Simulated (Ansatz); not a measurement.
Method: DFT PBE, scalar-relativistic, plane waves, PAW (Ansatz). Settings: cutoff 420 eV, Γ-centred meshes spaced at most about 0.3 Å⁻¹, and about 0.25 Å⁻¹ or finer for metals (2π included), Gaussian smearing. No spin polarisation in the final relaxations.

These are static total energies at zero pressure.

Two relaxed structures of TiSi₃Ni₂:

A.

```cif
data_structure
_symmetry_space_group_name_H-M 'Pmmn:1'
_symmetry_Int_Tables_number 59
_cell_length_a 2.9539
_cell_length_b 10.2112
_cell_length_c 5.0989
_cell_angle_alpha 90.000
_cell_angle_beta 90.000
_cell_angle_gamma 90.000
_cell_volume 153.80
loop_
_atom_site_label
_atom_site_type_symbol
_atom_site_symmetry_multiplicity
_atom_site_Wyckoff_symbol
_atom_site_fract_x
_atom_site_fract_y
_atom_site_fract_z
_atom_site_occupancy
Ti1 Ti 2 a 0.50000 0.50000 0.37701 1
Si1 Si 2 a 0.50000 0.50000 0.87291 1
Si2 Si 4 e 0.50000 0.82792 0.85285 1
Ni1 Ni 4 e 0.50000 0.82501 0.32687 1
```

B.

```cif
data_structure
_symmetry_space_group_name_H-M 'Pmmn:1'
_symmetry_Int_Tables_number 59
_cell_length_a 2.8913
_cell_length_b 3.3924
_cell_length_c 15.5985
_cell_angle_alpha 90.000
_cell_angle_beta 90.000
_cell_angle_gamma 90.000
_cell_volume 153.00
loop_
_atom_site_label
_atom_site_type_symbol
_atom_site_symmetry_multiplicity
_atom_site_Wyckoff_symbol
_atom_site_fract_x
_atom_site_fract_y
_atom_site_fract_z
_atom_site_occupancy
Ti1 Ti 2 a 0.50000 0.50000 0.78199 1
Si1 Si 2 a 0.50000 0.50000 0.30232 1
Si2 Si 2 a 0.50000 0.50000 0.60634 1
Si3 Si 2 a 0.50000 0.50000 0.95184 1
Ni1 Ni 2 a 0.50000 0.50000 0.10396 1
Ni2 Ni 2 a 0.50000 0.50000 0.45382 1
```

Task: Which form is favoured at zero pressure, and by what margin per atom?

Result: B is lower, by 42 meV/atom. A has space group Pmmn (No. 59), 12.8 Å³/atom and no gap on its mesh; B has space group Pmmn (No. 59), 12.8 Å³/atom and no gap. Counting Si atoms around Ni and Ti (those within 1.25 times the shortest such distance or 1.15 times the sum of covalent radii; a slash parts the counts of unlike sites), A has Ti 6, Ni 6 and B has Ti 6, Ni 5/6. In A, around Ti lie 6 Si at 2.53–2.58 Å, 4 Ni at 2.77 Å, 2 Ti at 2.95 Å and 2 Ni at 3.33 Å; Si on a site of symmetry mm2 has 2 Ti at 2.53–2.57 Å, 4 Ni at 2.53 Å, 4 Si at 2.69 Å and 2 Si at 2.95 Å; Ni has 5 Si at 2.34–2.53 Å, 1 Si at 2.68 Å, 2 Ni at 2.77 Å, 2 Ti at 2.77 Å, 2 Ni at 2.95 Å and 1 Ti at 3.33 Å; 1 more site not described. In B, Ti is surrounded by 6 Si at 2.59–2.74 Å, 4 Ni at 2.85 Å and 2 Ti at 2.89 Å; Si on its first site has 1 Ni at 2.36 Å, 4 Ti at 2.59 Å, 4 Si at 2.65 Å, 2 Si at 2.89 Å and 1 Ni at 3.09 Å; Ni on its first site is surrounded by 5 Si at 2.37–2.39 Å, 4 Ti at 2.85 Å, 2 Ni at 2.89 Å and 1 Si at 3.09 Å; 3 more sites not described. Both come from invented guesses.

Trial moments died out on the coarse mesh in Pmmn; another magnetic start might hold. Cells relaxed within their symmetry can be saddle points.
